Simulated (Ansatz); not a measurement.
NiSi2 (fluorite type, space group Fm-3m)

```yaml
crystal:
  lattice:
    - [0.00000, 2.72203, 2.72203]
    - [2.72203, 0.00000, 2.72203]
    - [2.72203, 2.72203, 0.00000]
  atoms:
    - { symbol: Ni, position: [0.00000, 0.00000, 0.00000] }
    - { symbol: Si, position: [0.25000, 0.25000, 0.25000] }
    - { symbol: Si, position: [0.75000, 0.75000, 0.75000] }
```

The slice is a {111} plane (indices of the conventional cell) through the point (0.000, 0.000, 0.000) (fractional), spanned by u = [100] and v = [-1 2 0] in vectors of this cell: u (3.85 Å) and v (6.67 Å, at 90° to u). It covers one period; positions are fractions (u, v).

Level of theory: PBE (plane waves to 420 eV, PAW, scalar-relativistic; Ansatz, a program for electronic structure). k mesh 15×15×15. These are valence fields of a PAW run, semicore shells included where kept as valence: close to a nucleus they are smooth pseudo fields. NiSi2 is run without spin polarisation. NiSi2 was relaxed with its symmetry unable to fall. The PAW data are Ansatz's earlier set.

### Question
Sketch the valence electron density on this plane as a map.

### Answer
```
|@@%%**--..                  ..--**%%|
|##**==::..                  ..::==**|
|==--::..                      ..::--|
|......                          ....|
|                                    |
|                                    |
|                                    |
|                                    |
|                                    |
|                                    |
|                                    |
|              ..........            |
|            ..::--==--::..          |
|          ..::==**##**==::..        |
|          ..--**%%@@%%**--..        |
|          ..==**@@@@@@**==..        |
|          ..--**%%@@%%**--..        |
|          ..::==**##**==::..        |
|            ..::--==--::..          |
|              ..........            |
|                                    |
|                                    |
|                                    |
|                                    |
|                                    |
|                                    |
|                                    |
|......                          ....|
|==--::..                      ..::--|
|##**==::..                  ..::==**|
|@@%%**--..                  ..--**%%|
|@@@@**==..                  ..==**@@|
```
Scale: ten equal steps from -0.52 (start of ' ') to 1.81 (end of '@'), in the order ' .:-=+*#%@'. Values: log₁₀ of the valence density in e/Å³. The map has 18 points along u (two characters each, u = 0 at the left) and 32 along v (v = 0 in the bottom row). The scale is logarithmic, as a density can span decades between atoms and voids.
